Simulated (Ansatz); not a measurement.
# Is this Be7S structure a true minimum?

The structure comes from a generated guess, relaxed at this level; another structure or a mixture of phases may lie lower.

Method: Ansatz 0.2.0, DFT PBE, scalar-relativistic, plane waves, PAW. Settings: cutoff 420 eV, Γ-centred mesh 10×10×6 on the computed 8-atom cell, Gaussian smearing of 0.10 eV; no spin polarisation.

The cell below (8 atoms, space group Cmmm (No. 65)) is relaxed within its symmetry.

```
Be S
1.0
     2.20909   -2.47456    0.00000
     2.20909    2.47456    0.00000
     0.00000    0.00000    7.00685
Be S
7 1
Direct
  0.76193 0.23807 0.50000
  0.23807 0.76193 0.50000
  0.74352 0.74352 0.29809
  0.74352 0.74352 0.70191
  0.25648 0.25648 0.70191
  0.25648 0.25648 0.29809
  0.50000 0.50000 0.00000
  0.00000 0.00000 0.00000
```

For the test it was strained at random (σ = 1.5 % a component), the atoms were moved at random (σ = 0.10 Å), and all was relaxed again on a coarse 6×6×4 mesh (in the run’s order of axes) with 0.20 eV smearing, with no symmetry imposed.

**Question.** Does it come back?

**Answer.** It doesn't return. The energy falls by 25 meV/atom on that mesh, the volume changes by 2.3 %, and the end has space group Amm2 (No. 38) at a loose tolerance. Relaxed again on a 6×10×10 mesh with 0.10 eV smearing, the new structure lies 26 meV/atom below the first (mesh in the axes of the run's cell; the cell below is made exact in the group named). Space group Amm2 (No. 38), orthorhombic, a = 6.785 Å, b = 4.383 Å, c = 5.285 Å. Be on a site of symmetry mm2 has 10 Be at 2.14–2.24 Å and 1 Be at 2.42 Å; Be on a second site of symmetry mm2 has 10 Be at 2.14–2.24 Å and 1 Be at 2.42 Å; around Be on a site of symmetry 1 lie 7 Be at 2.11–2.34 Å, 1 S at 2.33 Å and 3 Be at 2.64–2.71 Å; around S lie 1 Be at 2.09 Å and 6 Be at 2.26–2.33 Å; 1 more site not described.

```
Be S
1.0
     6.78501    0.00000    0.00000
     0.00000    2.19126    2.64255
     0.00000   -2.19126    2.64255
Be S
7 1
Direct
  0.50000 0.76304 0.76304
  0.50000 0.22028 0.22028
  0.69995 0.73277 0.25109
  0.30005 0.73277 0.25109
  0.30005 0.25109 0.73277
  0.69995 0.25109 0.73277
  0.00000 0.57635 0.57635
  0.00000 0.97254 0.97254
```
